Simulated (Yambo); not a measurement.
G0W0@PBEsol for LiTaS2 (space group P6_3/mmc, No. 194) in Yambo (6×6×1 mesh, 7 Ry block, plasmon pole, screening fixed), without a terminator:

| bands N in G | gap Γ → (0.167, 0.167, 0) (eV) | shift of the valence edge (eV) |
|---|---|---|
| 75 | 0.945 | 0.952 |
| 122 | 0.967 | 0.521 |
| 185 | 0.988 | 0.299 |

### Question
Extrapolate both columns to infinite N with E(N) = E∞ + A/N, test the form, and compare with the terminator.

### Answer
From two points, E∞ = (N2 E2 − N1 E1)/(N2 − N1). The two largest N give 1.03 eV for the gap and -0.13 eV for the shift; the two smallest give 1.00 eV and -0.17 eV. For the gap the slopes A are -4.3 and -7.5 eV: the form isn't reached, and its limit is uncertain. For the shift the slopes A are 84 and 80 eV: the 1/N form holds. With the Bruneval-Gonze terminator and 185 bands the run gives 1.01 eV and 0.09 eV, 0.02 eV and 0.22 eV from the extrapolated values: the terminator too is an estimate of the remainder. Block, mesh and the bands in W are held fixed.

Spin-orbit coupling is not included.

Geometry of the Materials Project entry, not relaxed at this level; primitive cell a = b = 3.349 Å, c = 12.888 Å, α = β = 90.00°, γ = 120.00°.

The structure is a Materials Project entry; no match was found in the copy of COD used, and its stability was not checked.

A shift is the quasiparticle energy of the state minus its PBEsol energy.
